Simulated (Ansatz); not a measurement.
# SnAu: a vibration from a frozen displacement

Method: DFT r2SCAN, scalar-relativistic, plane waves, PAW (Ansatz). Cutoff 500 eV, Γ-centred 12×12×10 k-points, Gaussian smearing of 0.15 eV. Spin–orbit coupling is left out, which matters for the heavy elements here. No spin polarisation. Energies are free energies at this smearing, counted from the undisturbed cell; pressure is positive in compression.

The starting cell (relaxed at this level; it needn't be the usual structure):

```
Sn Au
1.0
     4.35531    0.00000    0.00000
    -2.17766    3.77181    0.00000
     0.00000    0.00000    5.60702
Sn Au
2 2
Direct
  0.33333 0.66667 0.25000
  0.66667 0.33333 0.75000
  0.00000 0.00000 0.00000
  0.00000 0.00000 0.50000
```

Every Au atom is moved by x along the Cartesian unit vector (0.000, 0.000, -1.000); the cell and all other atoms stay fixed. The cell's volume is 92.11 Å³; the moved atoms weigh 393.933 u together and the others 237.420 u.

```csv
x (Å),ΔE (meV/cell),total force on the moved atoms along the move (eV/Å),pressure (GPa)
-0.1000,20.46,0.4082,0.1399
-0.0500,5.13,0.2050,0.0085
0.0000,0.00,0.0000,-0.0356
0.0750,11.52,-0.3068,0.0635
```

Task: What frequency belongs to this motion?

Result: The force constant is k = −dF/dx = 4.096 eV/Å², from the parabola through x = -0.0500, 0 and 0.0750. In every cell the moved atoms swing against the rest, so the mass is μ = m₁m₂/(m₁ + m₂) = 148.138 u, and ν̃ = 521.5 cm⁻¹ × √(|k|/μ) = 87 cm⁻¹. To first order in x, and within 1 %, the force on every atom lies along the move and, within each of the two groups, in proportion to the atom's mass, so this is itself a mode at the zone centre of this cell.

Task: How far does the harmonic law reach?

Result: At x = -0.100 Å, kx²/2 = 20.48 meV against the computed 20.46 meV (-0.1 %): the well is still close to harmonic there.

In a metal these slopes depend on the k mesh and the smearing.

Cost: 4 runs of about 5.6 core-minutes in all, on Intel Xeon Platinum 8259CL (Skylake/Cascade Lake) (shared hosts).